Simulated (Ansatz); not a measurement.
A geometry of HgTe away from equilibrium: step 3 of the relaxation of a generated cell, HgTe placed in the AFLOW prototype AB_cI16_199_a_a (B_a). These are r2SCAN (plane waves to 500 eV, PAW, scalar-relativistic; Ansatz, a quantum-chemistry and plane-wave program) values and carry that method's errors. Γ-centred k-mesh 6×6×6 on the run's cell, Fermi–Dirac smearing 0.05 eV. The plane waves were selected for a different cell earlier on the path.

```yaml
crystal:
  lattice:
    - [-3.87045, 3.87045, 3.87045]
    - [3.87045, -3.87045, 3.87045]
    - [3.87045, 3.87045, -3.87045]
  atoms:
    - { symbol: Te, position: [0.86869, 0.86869, 0.86869] }
    - { symbol: Te, position: [0.50000, 0.00000, 0.63131] }
    - { symbol: Te, position: [0.00000, 0.63131, 0.50000] }
    - { symbol: Te, position: [0.63131, 0.50000, 0.00000] }
    - { symbol: Hg, position: [0.38989, 0.38989, 0.38989] }
    - { symbol: Hg, position: [0.50000, 0.00000, 0.11011] }
    - { symbol: Hg, position: [0.00000, 0.11011, 0.50000] }
    - { symbol: Hg, position: [0.11011, 0.50000, 0.00000] }
```

Give the Cartesian forces on all atoms (eV/Å).


```json
[
 {"atom": "Te1", "Fx": "-0.07", "Fy": "-0.07", "Fz": "-0.07"},
 {"atom": "Te2", "Fx": "0.07", "Fy": "0.07", "Fz": "-0.07"},
 {"atom": "Te3", "Fx": "0.07", "Fy": "-0.07", "Fz": "0.07"},
 {"atom": "Te4", "Fx": "-0.07", "Fy": "0.07", "Fz": "0.07"},
 {"atom": "Hg5", "Fx": "-0.18", "Fy": "-0.18", "Fz": "-0.18"},
 {"atom": "Hg6", "Fx": "0.18", "Fy": "0.18", "Fz": "-0.18"},
 {"atom": "Hg7", "Fx": "0.18", "Fy": "-0.18", "Fz": "0.18"},
 {"atom": "Hg8", "Fx": "-0.18", "Fy": "0.18", "Fz": "0.18"}
]
```

The path ends in I2₁3 (No. 199) at a tolerance of 0.01 Å, I4₁32 (No. 214) at 0.1 Å. The relaxed cell holds bonded Te–Te pairs (2.94 Å). No spin polarisation in the result.

The run could not lose the symmetry of its start: the end is stationary, and may be a saddle point rather than a minimum.

The end of the path is a generated cell of HgTe: the first start was made by placing the elements on the sites of a structure type, and the end was not matched to a known phase here, so it may be hypothetical. Known forms of HgTe include space group No. 216.
